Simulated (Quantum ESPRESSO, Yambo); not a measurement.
NaBaIrH6 (space group F-43m, No. 216): static response along x against the Γ-centred k mesh (Yambo on LDA (Quantum ESPRESSO, PseudoDojo norm-conserving, 88 Ry, scalar-relativistic) bands; 90 bands, 3 Ry block). The smallest direct LDA gap is 3.03 eV.

```tsv
k mesh	ε(0), independent particles	ε(0), RPA with local fields	rough Yambo cost
2×2×2	5.00	4.12	about 1/6
4×4×4	4.48	3.66	about 1/2
6×6×6	4.47	3.66	1
```

The last step changes the RPA value by 0.2 %. Electronic response only; costs are rough.

Spin-orbit coupling is not included.

Geometry of the Materials Project entry, not relaxed at this level; primitive cell a = 5.5473 Å, b = 5.5473 Å, c = 5.5473 Å, α = 60.00°, β = 60.00°, γ = 60.00°.

The structure is a Materials Project entry; no match was found in the copy of COD used, and its stability was not checked.
